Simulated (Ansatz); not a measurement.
A geometry of ZnInGaO₄ away from equilibrium: step 3 of the relaxation of a generated trial cell of ZnInGaO4 in the InGaZnO4 structure type. Method: r2SCAN (plane waves to 500 eV, PAW, scalar-relativistic; Ansatz, a quantum-chemistry and plane-wave program). Γ-centred k-mesh 8×8×8 on the run's cell (coarser than for final values), Fermi–Dirac smearing 0.05 eV. The plane waves were selected for a different cell earlier on the path.

```
ZnInGaO4
1.0
    1.65568     0.95591     8.50578
   -1.65568     0.95591     8.50578
    0.00000    -1.91181     8.50578
In Ga Zn O
1 1 1 4
Direct
  0.99850   0.99850   0.99850
  0.21285   0.21285   0.21285
  0.78386   0.78386   0.78386
  0.13695   0.13695   0.13695
  0.87667   0.87667   0.87667
  0.28696   0.28696   0.28696
  0.70421   0.70421   0.70421
```

Problem. What forces act on the atoms (eV/Å)?

Solution. 
| atom | Fx | Fy | Fz |
|---|---|---|---|
| In1 | 0.00 | 0.00 | -0.77 |
| Ga2 | 0.00 | 0.00 | 0.07 |
| Zn3 | 0.00 | 0.00 | -0.33 |
| O4 | 0.00 | 0.00 | -0.57 |
| O5 | 0.00 | 0.00 | 0.13 |
| O6 | 0.00 | 0.00 | 0.89 |
| O7 | 0.00 | 0.00 | 0.57 |

The path ends in R3m (No. 160). No spin polarisation in the result.

The run could not lose the symmetry of its start; a randomly shaken copy of 7 atoms returns to this structure.
